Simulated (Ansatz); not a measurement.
NbRu:
```yaml
crystal:
  lattice:
    - [0.00000, 2.56711, 2.56711]
    - [2.56711, 0.00000, 2.56711]
    - [2.56711, 2.56711, 0.00000]
  atoms:
    - { symbol: Ru, position: [0.00000, 0.00000, 0.00000] }
    - { symbol: Nb, position: [0.50000, 0.50000, 0.50000] }
```

Relaxed with PBEsol. Special points in fractions of this cell's reciprocal vectors: Γ (0.000, 0.000, 0.000); X (0.500, 0.000, 0.500); U (0.625, 0.250, 0.625); K (0.375, 0.375, 0.750); L (0.500, 0.500, 0.500); W (0.500, 0.250, 0.750).

Question: List the band energies nearest the Fermi level at these points for the program Ansatz at the PBEsol with spin–orbit coupling level (PAW).

Answer: In eV from the Fermi level; about four levels below and three above (degenerate sets whole), none deeper than 8.9 eV; points with the same levels are listed once.

```tsv
k	below	above
Γ	-4.13 -4.13 -4.13 -4.13 -4.02 -4.02	3.44 3.44 3.44 3.44
X	-0.74 -0.74 -0.60 -0.60	0.05 0.05 2.01 2.01
U	-2.50 -2.50 -1.13 -1.13	0.90 0.90 1.93 1.93
L	-0.75 -0.75 -0.75 -0.75	1.38 1.38 1.40 1.40
W	-1.01 -1.01 -0.64 -0.64	0.13 0.13 1.88 1.88
```

Space group Fm-3m (rock salt). The start of the workflow was typed in or built on a structure type; neither database checked (COD, Materials Project) lists it. COD files the formula under space group No. 123, 221. Whether it is the stable phase at ambient conditions was not checked. The cell was relaxed with PBEsol under the symmetry of its start. At this level the phase is mechanically unstable. No spin polarisation was allowed. Its formation energy is positive at this level, so the cell may be metastable or incomplete.

Potentials: the later of the program's two PAW sets.
